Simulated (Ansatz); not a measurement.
SiGe (wurtzite, P6_3mc), PBEsol in the plane-wave PAW code Ansatz, all energies at zero smearing, with the estimated change up to a 700 eV cutoff added, with one set of potentials and settings (totals compare only within such a set). Cell of 4 atoms (2 Si, 2 Ge): -9749.863 eV.

```csv
element,reference phase,E (eV/atom)
Si,"Fd-3m, 2 atoms in the cell",-621.4920
Ge,"Fd-3m, 2 atoms in the cell",-4253.4978
```

Formation energy per atom, worked out: (-9749.863 − 2×(-621.4920) − 2×(-4253.4978))/4 = 0.029 eV/atom (3 kJ per mol of atoms), at 0 K, without zero-point energy or fitted corrections.

The workflow started from a Materials Project entry (that database holds measured and hypothetical structures alike); the Crystallography Open Database copy checked does not list it. Its standing as an ambient phase is unchecked. The cell was relaxed with PBEsol under the symmetry of its start; of distortions, only those at the zone centre were tested. The references are the lowest solids computed at this level, not always the standard phases.

Potentials: the later of the program's two PAW sets.
